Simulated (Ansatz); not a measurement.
TiAl:
Space group P4/mmm (No. 123); a = 2.8218 Å, b = 2.8218 Å, c = 4.0773 Å, α = 90.00°, β = 90.00°, γ = 90.00°

```
atom  site  symmetry       x       y       z
----  ----  --------  ------  ------  ------
Ti      1d     4/mmm  0.5000  0.5000  0.5000
Al      1a     4/mmm  0.0000  0.0000  0.0000
```

Relaxed with PBE.

Problem. Decompose the optical modes at the zone centre into irreducible representations, and say which are infrared and Raman allowed.

Solution. Point group 4/mmm: Γ_opt = A2u + Eu. Infrared: A2u, Eu. Raman: none.

Problem. Assign frequencies (DFPT, plane-wave PAW PBE (Ansatz code)).

Solution. Eu 262, A2u 301 cm⁻¹.

The PBE relaxation kept the symmetry of its start; phonons on a q-mesh show no instability. No spin polarisation was allowed. As this level gives no gap, phonon frequencies hold no LO–TO term and depend on the k-mesh and smearing (Fermi–Dirac, 0.1 eV here). Axis ratios of metals converge slowly with the k-mesh, so a and c are less sure than the volume.

Potentials: the later of the program's two PAW sets.
